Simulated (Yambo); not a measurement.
Yambo run on SnSe2 (CdI2 type, space group P-3m1, No. 164). The wavefunctions are PBE (stringent potentials; Quantum ESPRESSO, PseudoDojo norm-conserving, 104 Ry, without SOC) ones on a 3×3×2 mesh (35 occupied bands); a = b = 3.8453 Å, c = 5.9905 Å, α = β = 90.00°, γ = 120.00°.

Yambo input:

```
rim_cut
gw0
dyson
el_el_corr
HF_and_locXC
cohsex
em1s
RandQpts= 1000000
RandGvec= 1 Ry
EXXRLvcs= 104 Ry
VXCRLvcs= 416 Ry
Chimod= "HARTREE"
% BndsRnXs
 23 | 378 |
%
NGsBlkXs= 15 Ry
% LongDrXs
 1.0 | 1.0 | 1.0 |
%
ExtendOut
% QPkrange
 1 | 1 | 35 | 36 |
%
```

k points by index: 1 = Γ.

Resulting energies as the program prints them:

```
#    K-point    Band    Eo [eV]    E [eV]    E-Eo [eV]    Vxc [eV]    Vnlxc [eV]    Sc|Eo [eV]    Re(Z)    Im(Z)
#
    1    35    0.000000    -2.514710    -2.514710    -14.68963    -16.56703    -0.637307    1.000000    0.000000
    1    36    0.780668    -0.960006    -1.740674    -14.00276    -10.42832    -5.315111    1.000000    0.000000
```
(The two width columns are left out.) Convergence of these settings isn't established.

Geometry relaxed with PBE+D3(BJ).
